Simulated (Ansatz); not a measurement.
# Mechanical response of MgO (Fm-3m)

```
Mg O
1.0
     0.00000    2.10714    2.10714
     2.10714    0.00000    2.10714
     2.10714    2.10714    0.00000
Mg O
1 1
Direct
  0.00000 0.00000 0.00000
  0.50000 0.50000 0.50000
```

Conventional cell: a = 4.214 Å, b = 4.214 Å, c = 4.214 Å, α = 90.00°, β = 90.00°, γ = 90.00°. Mg (atom 1) is surrounded by 6 O at 2.11 Å. Around O (atom 2) lie 6 Mg at 2.11 Å.

Computed, not measured; unless marked otherwise by PBEsol, all-electron LAPW in Ansatz 0.2.0, scalar-relativistic. k mesh 10×10×10, fixed occupations, basis error target 1 meV/atom. The cell was relaxed by PAW under this functional.

The cell is cubic and carries a residual pressure of 0.06 GPa at this level. Each strain component that symmetry leaves independent is applied at ±0.003 and ±0.006, the ions relax wherever a strain frees them, and the stress (tension positive, GPa) is read. Shears are engineering strains, γ = 2ε.

| strain | size | σxx | σyy | σzz | σyz | σxz | σxy |
| --- | --- | --- | --- | --- | --- | --- | --- |
| xx | -0.006 | -1.8826 | -0.6091 | -0.6091 | 0.0000 | 0.0000 | 0.0000 |
| xx | -0.003 | -0.9553 | -0.3337 | -0.3337 | 0.0000 | 0.0000 | 0.0000 |
| xx | +0.003 | 0.7996 | 0.2072 | 0.2072 | 0.0000 | 0.0000 | 0.0000 |
| xx | +0.006 | 1.6292 | 0.4728 | 0.4728 | 0.0000 | 0.0000 | 0.0000 |
| yz | -0.006 | -0.0583 | -0.0658 | -0.0658 | -0.8670 | 0.0000 | 0.0000 |
| yz | -0.003 | -0.0608 | -0.0626 | -0.0626 | -0.4335 | 0.0000 | 0.0000 |
| yz | +0.003 | -0.0608 | -0.0626 | -0.0626 | 0.4335 | 0.0000 | 0.0000 |
| yz | +0.006 | -0.0583 | -0.0658 | -0.0658 | 0.8670 | 0.0000 | 0.0000 |

The slope is [8(σ(+δ) − σ(−δ)) − (σ(+2δ) − σ(−2δ))]/(12δ), and the program imposes the crystal's symmetry on the matrix.

(1) What are the independent elastic constants?

(2) Do they meet the Born conditions?

(3) What moduli does a random aggregate of grains have?

(4) With the density of 3.577 g/cm³, how fast does sound travel, and what Debye temperature follows?

(5) How far do the constants move if PAW replaces LAPW in the same cell?

(6) How far do the constants move if all-electron PAW (datasets made for the crystal) replaces LAPW in the same cell?

(7) How do the constants change if the ions are clamped to the homogeneous strain?

Results:

(1) C11 = 292.4, C12 = 90.2, C44 = 144.5 GPa.

(2) C11 − C12 = 202.3, C11 + 2C12 = 472.7 and C44 = 144.5 GPa must all be positive, so the crystal is elastically stable; that says nothing yet of its phonons.

(3) B = (C11 + 2C12)/3 = 157.6 GPa. G_V = (C11 − C12 + 3C44)/5 = 127.1 and G_R = 5(C11 − C12)C44/(4C44 + 3(C11 − C12)) = 123.3, so G_H = 125.2 GPa. Then E = 9BG/(3B + G) = 297.0 GPa, ν = (3B − 2G)/(6B + 2G) = 0.186 and B/G = 1.26, on the brittle side of Pugh's 1.75 (a rule of thumb, made for metals; it doesn't predict ductility here).

(4) 

| direction | slow (m/s) | middle (m/s) | fast (m/s) |
| --- | --- | --- | --- |
| [100] | 6356 | 6356 | 9042 |
| [110] | 5318 | 6356 | 9689 |
| [111] | 5685 | 5685 | 9895 |

The mean of v⁻³ over directions and branches gives v_m = 6505 m/s and θ_D = (ħ/k_B) v_m (6π²n)^(1/3) = 919 K, n being atoms per volume. Young's modulus spans 250 to 332 GPa over directions, and the universal anisotropy index is 0.15.

(5) 

```
constant  LAPW (GPa)  PAW (GPa)  difference
     C11       292.4      292.4         0.0
     C12        90.2       89.6        -0.6
     C44       144.5      144.4        -0.1
```

(6) 

```tsv
constant	LAPW (GPa)	all-electron PAW (datasets made for the crystal) (GPa)	difference
C11	292.4	292.1	-0.3
C12	90.2	90.3	0.1
C44	144.5	144.3	-0.2
```

(7) None moves by more than 0.3 GPa: by symmetry a homogeneous strain puts no force on these sites.

Limits of these numbers: the frozen-core PAW files of the compared runs were fitted under PBE, their cores solved anew for this functional.
